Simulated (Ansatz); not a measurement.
BaCu2S2 in space group I4/mmm (No. 139; Ba on 2a, Cu on 4d, S on 4e), the program Ansatz at the r²SCAN level (PAW). The conduction-band minimum lies at Γ, with 1 equivalent valley. Second derivatives d²E/dk² of the lowest band at one valley (eV·Å²), along Cartesian directions:

| direction | d²E/dk² |
|---|---|
| [100] | 38.61 |
| [010] | 38.61 |
| [001] | 3.601 |
| [110] | 38.65 |
| [101] | 21.13 |
| [011] | 21.13 |

Find the principal effective masses, the density-of-states mass and the conductivity mass.

Off-diagonal terms follow from H_xy = H[110] − (H_xx + H_yy)/2, and m*/mₑ = 7.620 eV·Å² over each eigenvalue: 0.20, 0.20, 2.1. One valley's DOS mass (m₁m₂m₃)^(1/3) = 0.44, conductivity mass 3/(Σ 1/mᵢ) = 0.28 mₑ.

What effective density of states Nc follows at 300 K for parabolic valleys?

Nc = 2.509e19 × 1 × (0.44)^(3/2) ≈ 7.3e18 cm⁻³.

The first step of the workflow began from a Materials Project structure, measured or hypothetical; the Crystallography Open Database copy checked does not list it. COD files the formula under space group No. 33, 62, so this cell is another polymorph or a model. Its standing as an ambient phase is unchecked. The r²SCAN relaxation kept the symmetry of its start; whether a distortion lowers the energy is not shown. No spin polarisation was allowed. Spin–orbit coupling is left out wherever it is not named.

Potentials: the later of the program's two PAW sets.

Edges and masses are those of Kohn–Sham bands, whose gap is no quasiparticle gap.
